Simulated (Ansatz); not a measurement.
Crystals of one structure type (zinc blende) and one family of elements, relaxed and computed with plane-wave PAW PBE (Ansatz code).

```tsv
crystal	V (Å³/atom)	K_Hill (GPa)
ZnS	20.16	?
ZnSe	23.55	56.6
CdS	26.02	53.4
CdSe	29.74	44.8
CdTe	36.24	35.2
```

Q: Fit a straight line to ln K against ln V and predict the withheld value.

A: Least squares on the 4 shown rows: ln K = -1.14 × ln V + (7.663), with a scatter of 2 %. For ZnS this gives 69.3. The run itself gave 69.5, within the scatter.

All cells were relaxed under the symmetry of their starts (and spin orders); stability against distortions was not tested throughout. Spin–orbit coupling is left out wherever it is not named.

Potentials: the later of the program's two PAW sets.
